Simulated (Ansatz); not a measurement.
Pd: from a starting cell to a relaxed one

The start is a generated cell, Pd placed in the AFLOW prototype A_hR2_166_c (A7, as in As). The cell and all atomic positions are relaxed at zero pressure with r2SCAN (plane waves to 500 eV, PAW, scalar-relativistic; Ansatz, a program for electronic structure). The first steps use a coarse 12×12×12 k-mesh.

Starting cell:
```yaml
crystal:
  lattice:
    - [1.66090, 0.95892, 3.07994]
    - [-1.66090, 0.95892, 3.07994]
    - [0.00000, -1.91784, 3.07994]
  atoms:
    - { symbol: Pd, position: [0.22754, 0.22754, 0.22754] }
    - { symbol: Pd, position: [0.77246, 0.77246, 0.77246] }
```

Question: How large is the pressure on the unrelaxed cell, and of which sign?

Answer: +58.1 GPa (positive: the cell is compressed).

Question: Which atoms feel the largest initial force, and how large is it?

Answer: 7.65 eV/Å, on Pd1, Pd2 (atoms numbered as listed).

Question: How much energy is released per atom?

Answer: 1.43 eV/atom.

Question: How do the shortest distances between atoms change?

Answer: The closest pairs of elements (up to four, under 3.6 Å), start → end: Pd–Pd 2.22 → 2.76 Å.

Question: What band gap does the relaxed structure have at this level?

Answer: No gap (metallic).

Question: Give the final cell and atomic positions.

Answer: 
Space group Fm-3m (No. 225); a = b = c = 3.9083 Å, α = β = γ = 90.00°

```
atom  site  symmetry       x       y       z
----  ----  --------  ------  ------  ------
Pd      4b      m-3m  0.5000  0.5000  0.5000
```
(The calculation used a cell of 1 atom; values per cell refer to that cell.)

Final values are on a 20×20×20 k-mesh of the relaxed cell. No spin polarisation in the result.

The run could not lose the symmetry of its start.
